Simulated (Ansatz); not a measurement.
Y3Si5 in space group P-62m (No. 189; Y on 3f, Si on 2d, Si on 3g) under volume change, the program Ansatz at the PBEsol level (PAW), shape and atoms relaxed at each volume.

```
V (Å³/atom)  E − E(relaxed) (meV/atom)  P (GPa)
-----------  -------------------------  -------
17.284                            51.0    10.48
17.854                            21.3     6.35
18.424                             5.0     2.89
18.994                             0.0     0.00
19.563                             4.4    -2.43
20.133                             ___      ___
20.703                             ___      ___
```

Q: Complete the blanks.

A: 
- 20.703, E − E(relaxed) (meV/atom): 34.7
- 20.703, P (GPa): -5.95
- 20.133, E − E(relaxed) (meV/atom): 16.4
- 20.133, P (GPa): -4.29

Q: What does a third-order Birch–Murnaghan fit give for V₀, B₀ and B′?

A: V₀ = 19.00 Å³/atom, B₀ = 86.7 GPa, B′ = 5.3.

The start of the workflow was typed in or built on a structure type; neither database checked (COD, Materials Project) lists it. Its standing as an ambient phase is unchecked. The cell was relaxed with PBEsol under the symmetry of its start; whether a distortion lowers the energy is not shown. The run is not spin-polarised.

Potentials: the earlier of the program's two PAW sets. The files were generated under PBE; for other functionals the program regenerates the frozen cores, and for LDA and PBEsol the local potential too.
